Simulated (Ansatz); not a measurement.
ZnSnO$_{3}$:
```
CELL_PARAMETERS angstrom
      2.61269     1.50844     4.62093
     -2.61269     1.50844     4.62093
      0.00000    -3.01688     4.62093
ATOMIC_POSITIONS crystal
  Zn 0.71532 0.71532 0.71532
  Zn 0.21532 0.21532 0.21532
  Sn 0.99754 0.99754 0.99754
  Sn 0.49754 0.49754 0.49754
  O  0.39520 0.78970 0.10364
  O  0.78970 0.10364 0.39520
  O  0.10364 0.39520 0.78970
  O  0.60364 0.28970 0.89520
  O  0.89520 0.60364 0.28970
  O  0.28970 0.89520 0.60364
```

Relaxed with LDA. Special points in fractions of this cell's reciprocal vectors: Γ (0.000, 0.000, 0.000); T (0.500, 0.500, 0.500); H2 (0.762, 0.238, 0.500); H0 (0.500, -0.238, 0.238); L (0.500, 0.000, 0.000); S0 (0.369, -0.369, 0.000); S2 (0.631, 0.000, 0.369); F (0.500, 0.000, 0.500).

List the band energies nearest the valence-band maximum at these points for LDA in the plane-wave PAW code Ansatz.

In eV from the valence-band maximum; about four levels below and three above (degenerate sets whole), none deeper than 8.9 eV; points with the same levels are listed once.

```tsv
k	below	above
Γ	-0.63 -0.63 0.00 0.00	1.45 5.58 6.31
T	-0.31 -0.31 -0.31 -0.31	4.44 4.44 7.21 7.21
H2	-0.71 -0.71 -0.26 -0.26	5.08 5.08 6.74 6.74
L	-0.77 -0.77 -0.28 -0.28	4.61 4.61 6.48 6.48
S0	-0.81 -0.69 -0.24 -0.20	4.84 5.09 6.56
F	-0.93 -0.74 -0.25 -0.16	4.75 5.89 6.37
```

Space group R3c. Symmetry was held in the LDA relaxation. Spin–orbit coupling is left out wherever it is not named.

Potentials: the later of the program's two PAW sets.
